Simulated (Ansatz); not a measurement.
Fixed-spin-moment curve of SrVO3

The cell (5 atoms) is SrVO3 as a measured crystal structure (space group Pm-3m). Source: COD entry 1512118; the sample's temperature and pressure aren't taken into account, and it need not be the stable phase.

```
Sr V O
1.0
     3.84250    0.00000    0.00000
     0.00000    3.84250    0.00000
     0.00000    0.00000    3.84250
Sr V O
1 1 3
Direct
  0.00000 0.00000 0.00000
  0.50000 0.50000 0.50000
  0.50000 0.00000 0.50000
  0.00000 0.50000 0.50000
  0.50000 0.50000 0.00000
```

Atoms are numbered from 1 in the order listed.

Level of theory: DFT, PBE+U, PAW, plane waves, scalar-relativistic in Ansatz.

- Hubbard term (Dudarev form): U − J = 6.2 eV on V d, on Löwdin-orthonormalised all-electron atomic orbitals
- Plane-wave cutoff: 420 eV
- k-point mesh: 5×5×5 (Γ-centred)
- Occupations: Fermi–Dirac smearing, 0.1 eV
- Valence electrons: 41

Site moments are integrals over atomic spheres and don't add up to the total.

A static U favours moments and orbital order; the result depends on U and need not be the measured state.

For a metal this mesh leaves errors of several meV/atom.

Each run fixes N↑ − N↓ and starts with that moment spread in parallel over the V atoms; no search for lower states follows. F is the free energy per cell, and F(lowest) that of the lowest run, the runs with a free moment included. Each row is one local solution, which need not be the lowest state at that M. The run at M = 0 starts without moments and gives the spin-unpolarised solution. The cell holds one magnetic atom, so only parallel order fits; orders in a larger cell may lie lower.

The run at M = 0.95 μB took 1.5 s on 2 threads of x86-64 server CPU (shared host), peak memory 0.41 GiB.

```tsv
fixed M (μB/cell)	F − F(lowest) (meV/cell)	moments of V2 (μB)
0.00	785	0.00
0.24	?	?
0.47	592	0.55
0.71	359	0.82
0.95	64	1.06
1.19	?	?
1.42	279	1.19
1.66	479	1.24
1.90	698	1.30
```

Task: Fill in the row for M = 0.24 μB.

Result: 734 meV; moments V2 0.29 μB.

Task: Fill in the row for M = 1.19 μB.

Result: 109 meV; moments V2 1.15 μB.

With the constraint released: “usual moment scaled by 0.1, free total moment [V2 0.20 μB]” ends at 1.00 μB, 0 meV; “usual moment, free total moment [V2 2.00 μB]” ends at 1.00 μB, 0 meV.
